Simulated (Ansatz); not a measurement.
Stiffness of HfC from strained cells

```
CELL_PARAMETERS angstrom
0.00000 2.32500 2.32500
2.32500 0.00000 2.32500
2.32500 2.32500 0.00000
ATOMIC_POSITIONS crystal
Hf 0.50000 0.50000 0.50000
C 0.00000 0.00000 0.00000
```

Atoms are numbered in the order listed.

The geometry is COD entry 1539502, unchecked; take it as a test cell.

Spin–orbit coupling is left out, though it moves levels of the heavy atoms by tenths of an eV or more.

Theory: Ansatz 0.2.0, DFT, PBEsol, all-electron LAPW, scalar-relativistic.

The runs use a Γ-centred 15×15×15 k mesh, Fermi–Dirac smearing of 0.05 eV, basis error target 1 meV/atom, no spin polarisation.

The unstrained cell is at -6.51 GPa. Large strains and very small stresses are left out. Each strain is applied once, with fractional coordinates held (clamped ions), and σ below is the change of stress, positive in tension. One finite strain gives stress–strain coefficients at this pressure with an error of the order of the strain times third-order constants, a few per cent for each per cent of strain. In a metal the k mesh adds noise of tens of per cent to soft shears.

Problem. Estimate the stiffness probed by this change, and the stress that it gives: equal xy, yz and zx engineering shear strains of -1 %.

Solution. σxy = -1.62 GPa and γxy = 2εxy = -0.0100, so C44 (clamped ions) = σxy/γxy = 162 GPa.

Problem. With equal xy, yz and zx engineering shear strains of +1 %, the run gives σxy = 1.68 GPa and γxy = 2εxy = 0.0100. Which stiffness follows?

Solution. C44 (clamped ions) = σxy/γxy = 168 GPa.
